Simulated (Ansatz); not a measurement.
# 181Ta nuclear quadrupole resonance in Ta2SnO7

Cell: an entry of the Crystallography Open Database (COD), ions relaxed with PBE at fixed cell.

Space group C2/c (No. 15); a = 17.1400, b = 4.8650, c = 5.5480 Å, β = 91.00°.

```csv
site,Wyckoff,site symmetry,x,y,z
Ta,8f,1,0.6676,0.7398,0.6816
Sn,4e,2,0.5000,0.6979,0.2500
O7,4e,2,0.5000,0.9096,0.7500
O9,8f,1,0.5798,0.5202,0.5156
O13,8f,1,0.6481,0.0311,0.4415
O17,8f,1,0.2224,0.0718,0.3400
```

One atom of each set is listed; the run and its k-mesh use a cell of 20 atoms with edges of 8.91, 8.91, 5.55 Å.

Level of theory: DFT, PBE, plane waves and PAW, scalar-relativistic, 420 eV cutoff, Γ-centred 5×5×5 k-points, Fermi–Dirac smearing 0.02 eV (Ansatz 0.2.0).

181Ta: I = 7/2, Q = 3170 mb (year-2017 value). Static lattice, zero field.

**Question.** At which frequencies do the 181Ta NQR lines lie?

**Answer.** For I = 7/2 and η = 0 the lines are |C_Q|/14 times 1, 2 and 3; η shifts the lowest up most.

```tsv
site	atoms	V_zz (10²¹ V/m²)	C_Q (MHz)	η	line frequencies (MHz)
Ta	4	39.5	3029	0.10	223.4, 430.6, 648.6
```

At this cell the principal stresses reach 6 GPa in size with PBE, which can matter for small gradients. Without spin–orbit coupling the gradients at and beside Ta can be off by some per cent, at some sites by more. With these PAW files V_zz is typically within 2 to 3 % of all-electron values, but misses above 10 % occur on Ta. The database positions were far from equilibrium, so the relaxed structure may not be the compound's real one.
